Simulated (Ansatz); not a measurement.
What DFT gives for NbAuF6

```
Nb Au F
1.0
     0.00000    5.59400    0.00000
     5.59400    0.00000    0.00000
     2.79700    2.79700   -4.26755
Nb Au F
1 1 6
Direct
  0.00000 0.00000 0.00000
  0.50000 0.50000 0.00000
  0.24400 0.24400 0.00000
  0.24400 0.75600 0.00000
  0.75600 0.75600 0.00000
  0.75600 0.24400 0.00000
  0.21600 0.21600 0.56800
  0.78400 0.78400 0.43200
```

The numbers come from plane-wave PAW DFT (Ansatz): r2SCAN, no spin polarisation, 500 eV, 8×8×8 Γ-centred k points, fermi-dirac occupations (width 0.1 eV). Nothing was relaxed.

**Stress.** The pressure is 17.9 GPa (compression positive), so with the atoms held at these fractions the cell would first expand; the forces are large, so a full relaxation may end otherwise. The principal stresses 14.9, 19.4, 19.4 GPa differ, so its shape would change too.
**Electronic structure.** Counting bands on this mesh leaves a gap of 0.11 eV, but it is narrow, so a finer mesh and a narrower smearing would have to settle it.
**Charges.** Bader charges in e: Nb +3.03, Au +0.99, F -0.67. In the mean Nb gives up most and F takes most.
**Forces.** The largest is on F3 (and as large on other atoms): 2.79 eV/Å, components (-1.97, -1.97, 0.00). It makes 0° with the line to a nearest neighbour, Nb1 at 1.93 Å, pointing towards it.
**Contacts.** Nb–F at 1.84 Å: least valence density 1.14 e/Å³ and ELF 0.23 there. Au–F at 2.03 Å: least valence density 0.73 e/Å³ and ELF 0.13 there. These are pseudo-fields; inside the PAW spheres they differ from the all-electron ones.

Origin: a known structure type with other elements, at an estimated volume, so it need not be a known compound. Caveats: the exchange-correlation potential is rough where the density is thin; atoms or cell far from equilibrium; the gap is not wide against the smearing.
